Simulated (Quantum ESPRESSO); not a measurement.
```cif
data_F7KSc2
_chemical_formula_sum 'F7 K1 Sc2'
_space_group_name_H-M_alt 'P 1'
_space_group_IT_number 1
_cell_length_a 6.22426
_cell_length_b 6.22426
_cell_length_c 4.04834
_cell_angle_alpha 90.000
_cell_angle_beta 90.000
_cell_angle_gamma 116.570
loop_
_space_group_symop_operation_xyz
  'x, y, z'
loop_
_atom_site_label
_atom_site_type_symbol
_atom_site_fract_x
_atom_site_fract_y
_atom_site_fract_z
_atom_site_occupancy
F1 F 0.29680 0.70320 0.00000 1
F2 F 0.70320 0.29680 0.00000 1
F3 F 0.33323 0.04529 0.50000 1
F4 F 0.66677 0.95471 0.50000 1
F5 F 0.04529 0.33323 0.50000 1
F6 F 0.95471 0.66677 0.50000 1
F7 F 0.50000 0.50000 0.50000 1
K1 K 0.00000 0.00000 0.00000 1
Sc1 Sc 0.30658 0.69342 0.50000 1
Sc2 Sc 0.69342 0.30658 0.50000 1
```

The geometry is that of Materials Project entry mp-28439, symmetrised and not relaxed again.

### Question
What does norm-conserving LDA (Quantum ESPRESSO, 84 Ry, without SOC) give for the electronic structure near the Fermi level?

### Answer
The LDA gap is indirect, 5.80 eV, from Γ to Y; the smallest direct gap is 5.82 eV. 

The structure is a Materials Project entry; no match was found in the copy of COD used, and its stability was not checked.

Letters of k points follow the standard setting of the lattice, whose axes may be ordered differently from the printed cell.
